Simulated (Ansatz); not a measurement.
CaAg2Pb2, a known structure type with other elements, at an estimated volume

```
Ag Pb Ca
1.0
     0.00000    4.69887    0.00000
     4.69887    0.00000    0.00000
     2.34943    2.34943   -5.93056
Ag Pb Ca
2 2 1
Direct
  0.75000 0.25000 0.50000
  0.25000 0.75000 0.50000
  0.38900 0.38900 0.22200
  0.61100 0.61100 0.77800
  0.00000 0.00000 0.00000
```

Single point in Ansatz 0.2.0 with r2SCAN, no spin polarisation. Cutoff 500 eV, PAW datasets, 6×6×6 Γ-centred k mesh, methfessel-paxton filling (width 0.2433 eV).

**Question.** What is the formation energy?

**Answer.** -0.09 eV an atom against the elements' usual phases (free molecules for gases, crystals otherwise, with no correction for O₂ or N₂), so it is bound against them; other compounds may still compete. Relaxing would lower it.

**Question.** How is the charge shared?

**Answer.** Bader charges in e: Ca +1.44, Ag -0.27, Pb -0.45. In the mean Ca gives up most and Pb takes most.

**Question.** What does the stress say?

**Answer.** The pressure is 1.5 GPa (compression positive), so with the atoms held at these fractions the cell would first expand; the forces are large, so a full relaxation may end otherwise. The principal stresses -1.3, -1.3, 7.2 GPa differ, so its shape would change too.

**Question.** Describe some of the short contacts.

**Answer.** Pb–Pb at 2.63 Å: least valence density 0.47 e/Å³ and ELF 0.34 there. Ag–Pb at 2.87 Å: least valence density 0.27 e/Å³ and ELF 0.22 there. Ag–Ag at 3.32 Å: least valence density 0.12 e/Å³ and ELF 0.14 there. Both are smooth PAW fields, read partly inside the augmentation spheres.

**Question.** Metal or insulator?

**Answer.** It is a metal, with about 1.8 states/eV a cell as the mean within 0.25 eV of the Fermi level, mostly Pb p (70 %).

Origin: a known structure type with other elements, at an estimated volume, so it need not be a known compound. Caveats: atoms or cell far from equilibrium; wide smearing.
